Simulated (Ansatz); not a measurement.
BAs in space group Pm-3n (No. 223; B on 6c, As on 6d), PBE (plane waves, PAW; program Ansatz). The conduction-band minimum lies on the Γ–X line, 83 % of the way from Γ, with 6 equivalent valleys. Second derivatives d²E/dk² of the lowest band at one valley (eV·Å²), along Cartesian directions:

| direction | d²E/dk² |
|---|---|
| [100] | 22.13 |
| [010] | 22.13 |
| [001] | 11.39 |
| [110] | 22.14 |
| [101] | 16.76 |
| [011] | 16.76 |

Find the principal effective masses, the density-of-states mass and the conductivity mass.

Off-diagonal terms follow from H_xy = H[110] − (H_xx + H_yy)/2, and m*/mₑ = 7.620 eV·Å² over each eigenvalue: 0.34, 0.34, 0.67. One valley's DOS mass (m₁m₂m₃)^(1/3) = 0.43, conductivity mass 3/(Σ 1/mᵢ) = 0.41 mₑ.

What effective density of states Nc follows at 300 K for parabolic valleys?

Nc = 2.509e19 × 6 × (0.43)^(3/2) ≈ 4.2e19 cm⁻³.

The start of the workflow was typed in or built on a structure type; neither database checked (COD, Materials Project) lists it. It is not the phase usual at ambient conditions (space group No. 216). The cell was relaxed with PBE under the symmetry of its start; whether a distortion lowers the energy is not shown. Its formation energy is positive at this level, so the cell may be metastable or incomplete. Scalar-relativistic: spin–orbit coupling is off unless named, which matters more the heavier the elements.

Potentials: the later of the program's two PAW sets.

Edges and masses are those of Kohn–Sham bands, whose gap is no quasiparticle gap.
